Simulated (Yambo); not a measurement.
A free-standing TlCl₃ monolayer (symmetry C2/m, slab cell 16.0 Å high); a = b = 6.6272 Å, c = 16.0000 Å, α = β = 90.00°, γ = 119.97°. With the G0W0 scissor the direct gap on the mesh is 4.75 eV. x lies along the first cell vector.

### Question
Does this run resolve the lowest exciton, and if so, what are its energy and binding? (Yambo, PBEsol bands; 6×6×1 mesh, 18 valence and 11 conduction bands, static screening with 149 bands and a 3 Ry block, scissor 2.18 eV, Tamm-Dancoff, stochastic integration of W near q = 0.)

### Answer
The mesh holds a bound state, but the numbers are provisional. These are vertical excitations (zero momentum). The lowest state lies at 2.88 eV (dark for light along x), the direct quasiparticle gap on this mesh at 4.75 eV. Its binding energy, counted from that gap, is 1.86 eV; it spreads over about 33 k points of the mesh. Convergence with the mesh was not shown. The first optically allowed state is at 2.92 eV. The scissor comes from a G0W0 run whose convergence isn't established. Spin-orbit coupling is left out; with 6p states at a band edge it can lower the gap by many tenths of an eV, most of a small gap.

The standard potential for Tl keeps a d shell in the valence without the s and p states of that shell. In tests on such compounds this moved G0W0 gaps by up to about 0.9 eV, so absolute quasiparticle energies here are unreliable; differences between settings are what counts.

Geometry relaxed with PBEsol.

This is a model layer cut from the bulk structure; whether it is stable on its own was not checked.
